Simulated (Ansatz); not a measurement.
AlN (rock salt, Fm-3m), DFT-r²SCAN in the program Ansatz with PAW potentials. The conduction-band minimum lies at X, with 3 equivalent valleys. Second derivatives d²E/dk² of the lowest band at one valley (eV·Å²), along Cartesian directions:

```tsv
direction	d²E/dk²
[100]	13.35
[010]	22.44
[001]	22.44
[110]	17.90
[101]	17.90
[011]	22.37
```

Task: Find the principal effective masses, the density-of-states mass and the conductivity mass.

Result: Off-diagonal terms follow from H_xy = H[110] − (H_xx + H_yy)/2, and m*/mₑ = 7.620 eV·Å² over each eigenvalue: 0.34, 0.34, 0.57. One valley's DOS mass (m₁m₂m₃)^(1/3) = 0.40, conductivity mass 3/(Σ 1/mᵢ) = 0.39 mₑ.

Task: What effective density of states Nc follows at 300 K for parabolic valleys?

Result: Nc = 2.509e19 × 3 × (0.40)^(3/2) ≈ 1.9e19 cm⁻³.

This is a known high-pressure phase of the composition, computed here at zero pressure and temperature. Symmetry was held in the r²SCAN relaxation; its stability against distortions is not shown here.

Potentials: the later of the program's two PAW sets.

Edges and masses are those of Kohn–Sham bands, whose gap is no quasiparticle gap.
